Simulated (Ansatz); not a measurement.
MgS:
```cif
data_MgS
_chemical_formula_sum 'Mg1 S1'
_space_group_name_H-M_alt 'P 1'
_space_group_IT_number 1
_cell_length_a 3.68057
_cell_length_b 3.68057
_cell_length_c 3.68057
_cell_angle_alpha 60.000
_cell_angle_beta 60.000
_cell_angle_gamma 60.000
loop_
_space_group_symop_operation_xyz
  'x, y, z'
loop_
_atom_site_label
_atom_site_type_symbol
_atom_site_fract_x
_atom_site_fract_y
_atom_site_fract_z
_atom_site_occupancy
Mg1 Mg 0.00000 0.00000 0.00000 1
S1 S 0.50000 0.50000 0.50000 1
```

Relaxed with r²SCAN.

### Question
Tabulate the valence density and the electron localisation function along the shortest Mg–S contact (2.60 Å), r²SCAN in the plane-wave PAW code Ansatz.

### Answer


| distance from Mg (Å) | density (e/Å³) | ELF |
|---|---|---|
| 0.26 | 19.17 | 0.19 |
| 0.39 | 10.24 | 0.31 |
| 0.52 | 3.82 | 0.36 |
| 0.65 | 0.92 | 0.24 |
| 0.78 | 0.24 | 0.07 |
| 0.91 | 0.17 | 0.04 |
| 1.04 | 0.17 | 0.14 |
| 1.17 | 0.21 | 0.50 |
| 1.30 | 0.27 | 0.76 |
| 1.43 | 0.38 | 0.84 |
| 1.56 | 0.53 | 0.87 |
| 1.69 | 0.73 | 0.88 |
| 1.82 | 0.96 | 0.87 |
| 1.95 | 1.12 | 0.80 |
| 2.08 | 1.12 | 0.60 |
| 2.21 | 0.89 | 0.26 |
| 2.34 | 0.52 | 0.03 |

The density is the valence pseudo-density with augmentation charge, so density and ELF within about 1 Å of a nucleus are not all-electron values.

Space group Fm-3m (rock salt). Symmetry was held in the r²SCAN relaxation.

Potentials: the earlier of the program's two PAW sets.
